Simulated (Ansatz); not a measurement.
SiO2:
```
CELL_PARAMETERS angstrom
      4.92016     0.00000     0.00000
     -2.46008     4.26098     0.00000
      0.00000     0.00000     5.41609
ATOMIC_POSITIONS crystal
  Si 0.46893 0.00000 0.83333
  Si 0.00000 0.46893 0.16667
  Si 0.53107 0.53107 0.50000
  O  0.41314 0.26908 0.71546
  O  0.73092 0.14406 0.04879
  O  0.85594 0.58686 0.38213
  O  0.14406 0.73092 0.95121
  O  0.26908 0.41314 0.28454
  O  0.58686 0.85594 0.61787
```

Relaxed with r²SCAN. Special points in fractions of this cell's reciprocal vectors: Γ (0.000, 0.000, 0.000); M (0.500, 0.000, 0.000); K (0.333, 0.333, 0.000); A (0.000, 0.000, 0.500); L (0.500, 0.000, 0.500); H (0.333, 0.333, 0.500).

Problem. List the band energies nearest the valence-band maximum at these points for DFT-r²SCAN in the program Ansatz with PAW potentials.

Solution. In eV from the valence-band maximum; about four levels below and three above (degenerate sets whole), none deeper than 8.9 eV; points with the same levels are listed once.

```tsv
k	below	above
Γ	-1.02 -1.02 -0.72 -0.30 -0.30	6.60 10.09 10.09
M	-1.03 -0.78 -0.27 -0.04	8.97 9.70 10.50
K	-1.22 -1.22 -0.44 -0.44 0.00	9.64 9.64 10.17
A	-1.22 -0.23 -0.23 -0.09	8.60 8.60 9.76
L	-0.89 -0.85 -0.60 -0.19	9.79 10.21 10.34
H	-0.94 -0.94 -0.77 -0.58 -0.58	9.93 10.52 10.52
```

Space group P3_121. The cell was relaxed with r²SCAN under the symmetry of its start.

Potentials: the later of the program's two PAW sets.
